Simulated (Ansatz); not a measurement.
Lu3SnC (anti-perovskite, Pm-3m), r²SCAN in the plane-wave PAW code Ansatz, all energies at zero smearing, with the estimated change up to a 700 eV cutoff added, with one set of potentials and settings (totals compare only within such a set). Cell of 5 atoms (3 Lu, 1 Sn, 1 C): -50525.318 eV.

```json
[
 {"element": "Lu", "reference phase": "P6_3/mmc, 2 atoms in the cell", "E (eV/atom)": "-14743.6978"},
 {"element": "Sn", "reference phase": "Fd-3m, 2 atoms in the cell", "E (eV/atom)": "-6038.6401"},
 {"element": "C", "reference phase": "P6_3/mmc, 4 atoms in the cell", "E (eV/atom)": "-251.6711"}
]
```

Formation energy per atom, worked out: (-50525.318 − 3×(-14743.6978) − 1×(-6038.6401) − 1×(-251.6711))/5 = -0.783 eV/atom (-76 kJ per mol of atoms), at 0 K, without zero-point energy or fitted corrections.

The workflow started from a Materials Project entry (that database holds measured and hypothetical structures alike); the Crystallography Open Database copy checked does not list it. Its standing as an ambient phase is unchecked. The cell was relaxed with r²SCAN under the symmetry of its start; whether a distortion lowers the energy is not shown. The references are the lowest solids computed at this level, not always the standard phases. Spin–orbit coupling is left out wherever it is not named.

Potentials: the later of the program's two PAW sets.
